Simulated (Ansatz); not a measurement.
# Notes on Cd₂Se

```
CELL_PARAMETERS angstrom
4.51785 0.00000 0.00000
0.00000 7.38022 0.00000
-1.39889 0.00000 8.28833
ATOMIC_POSITIONS crystal
Cd 0.75800 0.01500 0.30500
Cd 0.74200 0.51500 0.19500
Cd 0.24200 0.98500 0.69500
Cd 0.25800 0.48500 0.80500
Cd 0.28500 0.32000 0.43500
Cd 0.21500 0.82000 0.06500
Cd 0.71500 0.68000 0.56500
Cd 0.78500 0.18000 0.93500
Se 0.35900 0.23900 0.13400
Se 0.14100 0.73900 0.36600
Se 0.64100 0.76100 0.86600
Se 0.85900 0.26100 0.63400
```

Level: r2SCAN, no spin polarisation; 500 eV; 7×5×4 Γ-centred mesh; fermi-dirac occupations (width 0.1 eV); Ansatz 0.2.0, fixed geometry.

Task: Is the cell too large or too small?

Result: The pressure is 5.9 GPa (compression positive), so with the atoms held at these fractions the cell would first expand; the forces are large, so a full relaxation may end otherwise. The principal stresses 4.8, 5.6, 7.4 GPa differ, so its shape would change too.

Task: What happens at the Fermi level?

Result: It is a metal, with about 3.7 states/eV a cell as the mean within 0.25 eV of the Fermi level.

Task: Which element gives electrons and which takes them?

Result: Bader charges in e: Cd +0.37, Se -0.74. In the mean Cd gives up most and Se takes most.

Task: Which atom feels the largest force, and which way?

Result: The largest is on Se9 (and as large on other atoms): 0.94 eV/Å, components (-0.58, -0.01, -0.74). It makes 123° with the line to a nearest neighbour, Cd2 at 2.67 Å.

Task: Is it stable against the elements?

Result: 0.02 eV an atom against the elements' usual phases (free molecules for gases, crystals otherwise, with no correction for O₂ or N₂), too near zero to call. Relaxing would lower it.

Origin: a known structure type with other elements, at an estimated volume, so it need not be a known compound. Caveats: many states at the Fermi level without spin polarisation, so a magnetic state may lie lower.
